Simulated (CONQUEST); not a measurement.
A self-consistent single point of Sn (P1, 8 atoms in the cell; from Materials Project mp-117, changed as shown).

```
CELL_PARAMETERS angstrom
      6.51741     0.00000     0.00000
      0.00000     6.51741     0.00000
      0.00000     0.00000     6.51741
ATOMIC_POSITIONS crystal
  Sn 0.99796 0.98889 0.49315
  Sn 0.25076 0.74667 0.24401
  Sn 0.99755 0.50723 0.00018
  Sn 0.24966 0.24945 0.74634
  Sn 0.50589 0.99833 0.00796
  Sn 0.74968 0.75236 0.73889
  Sn 0.49986 0.50067 0.51364
  Sn 0.74864 0.25639 0.25583
```

All values come from this method and carry its errors: PBEsol, numerical atomic orbitals double-zeta with polarisation (the shipped basis), PseudoDojo norm-conserving potentials made for PBEsol in CONQUEST.

CONQUEST settings:

basis: DZP
Diag.MPMeshX, Y, Z: 4 4 4
potentials: PseudoDojo norm-conserving PBEsol
Grid.GridCutoff: 175 Ha
DM.SolutionMethod: diagon
Diag.kT: 0.004998 Ha
Diag.GammaCentred: true
minE.SCTolerance: 1.0e-06
SC.MaxIters: 100
SC.LinearMixingFactor: 0.5
SC.KerkerPreCondition: true
SC.KerkerFactor: 0.5 1/bohr
AtomMove.TypeOfRun: static

Results:

| Item | Result |
|---|---|
| Number of valence electrons | 112 |
| Number of bands | 144 |
| Number of k-points after the program's reduction | 51 |
| Size of the basis | 144 |
| Number of SCF iterations | 20 |
| FFT grid | 80 × 80 × 80 |
| Free energy E − TS | -17113.9891 eV |
| Fermi level (on the code's own zero) | -4.15 eV |
| Pressure | 0.53 GPa |
| Largest force (vector length) | 0.793 eV/Å |

Forces (eV/Å):
| atom | Fx | Fy | Fz |
|---|---|---|---|
| Sn1 | 0.329 | 0.638 | -0.074 |
| Sn2 | 0.304 | -0.111 | 0.317 |
| Sn3 | -0.096 | -0.408 | -0.323 |
| Sn4 | -0.311 | -0.433 | 0.452 |
| Sn5 | -0.079 | 0.244 | -0.433 |
| Sn6 | 0.007 | 0.129 | 0.783 |
| Sn7 | -0.285 | -0.037 | -0.684 |
| Sn8 | 0.127 | -0.018 | -0.035 |

Stress (GPa, positive for compression):
```
 0.59   1.06  -0.32
 1.06   0.55   0.09
-0.32   0.09   0.45
```

For comparison: a first run was changed to give this one (atoms moved at random), and from it to this one the free energy rises by 14.4 meV/atom, the pressure goes from 0.39 to 0.53 GPa and the largest force goes from under 0.1 to 0.79 eV/Å.

The program uses no crystal symmetry, so grid and mesh can part values that symmetry would make equal. The atom-centred basis is finite, which shifts total energies, pressures and forces against plane waves. The structure comes from a collection of computed structures, made at another level of theory; the collection holds predicted forms beside known ones. Its lattice was then scaled. No clean gap shows at this smearing width and mesh (spacing up to 0.24 Å⁻¹); the mesh is coarse for partly filled bands, so the values carry mesh errors. Semi-local functionals can close small gaps.

Cost on one core: about 5 core-minutes (a rough figure).
